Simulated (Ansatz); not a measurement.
Simulated powder pattern, Fe Kα, λ = 1.93735 Å (kinematic, ideal powder, no thermal factors, no anomalous dispersion; the 30 strongest lines at most, above 1 %, up to 2θ = 90°):

| 2θ (°) | d (Å) | I/Imax (%) |
|---|---|---|
| 13.88 | 8.016 | 4.9 |
| 27.97 | 4.008 | 6.0 |
| 28.46 | 3.941 | 11 |
| 31.79 | 3.537 | 5.2 |
| 40.33 | 2.810 | 100 |
| 40.68 | 2.787 | 49 |
| 42.51 | 2.672 | 1.1 |
| 43.19 | 2.632 | 1.9 |
| 50.09 | 2.288 | 34 |
| 57.81 | 2.004 | 18 |
| 58.89 | 1.970 | 35 |
| 65.67 | 1.786 | 3.4 |
| 66.43 | 1.768 | 3.1 |
| 66.68 | 1.762 | 3.0 |
| 68.49 | 1.721 | 1.2 |
| 73.08 | 1.627 | 19 |
| 73.80 | 1.613 | 36 |
| 87.17 | 1.405 | 22 |
| 88.09 | 1.393 | 11 |

The pattern belongs to a structure relaxed with plane-wave PAW r²SCAN (Ansatz code).

Q: Which of these materials gives this?
A) SnTeO3, R3c (Sn on 6a, Te on 6a, O on 18b)
B) CaO, rock salt
C) Cu2O, Pn-3m (Cu on 4c, O on 2a)
D) BaSrTi2O6, P4mm (Pearson symbol tP10)

A: D, BaSrTi2O6, P4mm (Pearson symbol tP10)

Q: Give the lattice parameters.

A: a = 3.941 Å, c = 8.016 Å.

The start of the workflow was typed in or built on a structure type; neither database checked (COD, Materials Project) lists it. Whether it is the stable phase at ambient conditions was not checked. Symmetry was held in the r²SCAN relaxation; its stability against distortions is not shown here. The workflow began spin-polarised and lost its moments. Spin–orbit coupling is left out wherever it is not named.

Potentials: the earlier of the program's two PAW sets.
